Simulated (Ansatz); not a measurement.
Several faces are cut from this relaxed crystal of W:

```xyz
1
Lattice="-1.5918 1.5918 1.5918 1.5918 -1.5918 1.5918 1.5918 1.5918 -1.5918" Properties=species:S:1:pos:R:3 pbc="T T T"
W     0.0000    0.0000    0.0000
```

Miller indices refer to the conventional cell, a = 3.184 Å, b = 3.184 Å, c = 3.184 Å, α = 90.00°, β = 90.00°, γ = 90.00°.

Theory: Ansatz, DFT PBE, scalar-relativistic, plane waves, PAW. Cutoff 420 eV, Γ-centred meshes, Gaussian smearing of 0.10 eV, no spin polarisation.

All atoms of each slab relax at the bulk's in-plane cell, with a dipole correction; γ is the mean of a slab's two faces. Bonds are neighbours within 10 % of the shortest distances in the bulk.

(1) How do these faces compare: (100); (110); (210); (211)?

(2) Which shape does a crystal take in vacuum at zero temperature, if only these faces and their equivalents are allowed (Wulff construction)?

Faces whose slabs rebuild by over 0.8 Å, distort in their middle or lose their symmetry through the k mesh, and polar cuts of insulators, are left out. Of the terminations computed for a plane the cheapest is shown. Bulk energies on two k meshes leave up to 0.07 J/m² open.

The slabs are thin, so differences under about 0.05 J/m² or 0.1 eV aren't settled, and faces are 1×1 cells, without the reconstructions that some real ones have. Spin-orbit coupling is left out, which matters for the bands of heavy elements.

Results:

(1) 
```
 face  planes  thickness (Å)  area (Å²)  cut bonds per Å²  γ as cut (J/m²)  γ relaxed (J/m²)
(100)       7            9.6      10.13             0.395             4.26              3.98
(110)       5            9.0       7.17             0.279             3.37              3.31
(210)      15           10.0      22.66             0.353             3.97              3.73
(211)       8            9.1      12.41             0.322             3.73              3.42
```

(2) Shares of the surface area: (100) 1 %, (110) 39 %, (210) 1 %, (211) 59 %. Faces that weren't computed or are left out here could take a part.

The order follows the density of bonds that each cut crosses: the fewer, the cheaper the face.
